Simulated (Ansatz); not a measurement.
A crystal relaxed with r2SCAN in the PAW code Ansatz has space group P-43m (No. 215) and a = 5.214 Å.

| atom | site | x | y | z |
| --- | --- | --- | --- | --- |
| N | 1a | 0.0000 | 0.0000 | 0.0000 |
| Ga | 4e | 0.7723 | 0.7723 | 0.7723 |
| Xx | 3c | 0.5000 | 0.5000 | 0.0000 |

The r2SCAN gap is indirect, 0.12 eV (Γ to R), below the direct gap of 0.45 eV at R. With HSE06 the valence top lies at Γ and the conduction bottom at R, 0.64 eV higher; the smallest vertical gap, at R, is 1.00 eV. Meshes: r2SCAN 6×6×6, HSE06 4×4×4.

Task: Which element is Xx?
A. As
B. Sb
C. Bi
D. P

Result: D. Xx is P: Ga4P3N, ordered on the zincblende lattice (P-43m) with 8 atoms a cell. N is surrounded by 4 Ga at 2.06 Å; Ga is surrounded by 1 N at 2.06 Å and 3 P at 2.33 Å; P is surrounded by 4 Ga at 2.33 Å.

The cell comes from a prototype generator: it can be a known phase or a hypothetical one. Spin polarisation is off.

The meshes of the hybrids are coarse, so their gaps aren't converged to the digits shown.
